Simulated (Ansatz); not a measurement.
MoS$_{2}$ (2H-MoS2 type, space group P6_3/mmc)

Space group P6₃/mmc (No. 194); a = b = 3.149 Å, c = 12.090 Å, α = β = 90.00°, γ = 120.00°

```
atom  site  symmetry       x       y       z
----  ----  --------  ------  ------  ------
Mo      2c      -6m2  0.3333  0.6667  0.2500
S       4f       3m.  0.6667  0.3333  0.1205
```

The relaxed cell is deformed in two ways at once: its volume V is scaled, and at that volume it is stretched along z (the c axis of the conventional cell) so that c/a changes. Fractional atomic positions are held.

Calculation: PBE-D3(BJ) (plane waves to 420 eV, PAW, scalar-relativistic; Ansatz, a first-principles code). k mesh 12×12×3 (Γ-centred), Fermi-Dirac smearing 0.05 eV. Compression counts positive. As the atoms are clamped, bonds stretch with the cell, which overstates energies and stresses. MoS2 is run without spin polarisation. MoS2 was relaxed with its symmetry unable to fall.

Changes of σzz (GPa) from the point V/V₀ = 1.000, (c/a)/(c/a)₀ = 1.000 when one coordinate moves alone (two changes are said to add if the coupling is within 5 % of the smaller one, nearly so within 20 %):

| point | change |
|---|---|
| V/V₀ = 1.000, (c/a)/(c/a)₀ = 0.960 | 5.68 |
| V/V₀ = 1.000, (c/a)/(c/a)₀ = 0.973 | 3.76 |
| V/V₀ = 1.000, (c/a)/(c/a)₀ = 0.987 | 1.87 |
| V/V₀ = 0.960, (c/a)/(c/a)₀ = 1.000 | 7.50 |
| V/V₀ = 0.973, (c/a)/(c/a)₀ = 1.000 | 4.82 |
| V/V₀ = 0.987, (c/a)/(c/a)₀ = 1.000 | 2.32 |
| V/V₀ = 1.013, (c/a)/(c/a)₀ = 1.000 | -2.16 |
| V/V₀ = 1.027, (c/a)/(c/a)₀ = 1.000 | -4.18 |
| V/V₀ = 1.040, (c/a)/(c/a)₀ = 1.000 | -6.06 |
| V/V₀ = 1.000, (c/a)/(c/a)₀ = 1.013 | -1.84 |
| V/V₀ = 1.000, (c/a)/(c/a)₀ = 1.027 | -3.66 |
| V/V₀ = 1.000, (c/a)/(c/a)₀ = 1.040 | -5.45 |

Problem. Do the two effects add at V/V₀ = 0.973, (c/a)/(c/a)₀ = 0.960? Give the computed change.

Solution. The sum of the single changes is 4.82 + (5.68) = 10.50; the calculation gives 10.73, so they add (within 5 % of the smaller single change).

Problem. Do the two effects add at V/V₀ = 1.013, (c/a)/(c/a)₀ = 0.987? Give the computed change.

Solution. The sum of the single changes is -2.16 + (1.87) = -0.29; the calculation gives -0.34, so they add (within 5 % of the smaller single change).

Problem. Do the two effects add at V/V₀ = 0.960, (c/a)/(c/a)₀ = 1.013? Give the computed change.

Solution. The sum of the single changes is 7.50 + (-1.84) = 5.66; the calculation gives 5.54, so the coupling contributes -0.12 (under 20 % of the smaller single change, nearly additive).

(Under strain, the slope of the energy per volume gives the stress and its curvature an elastic modulus.)
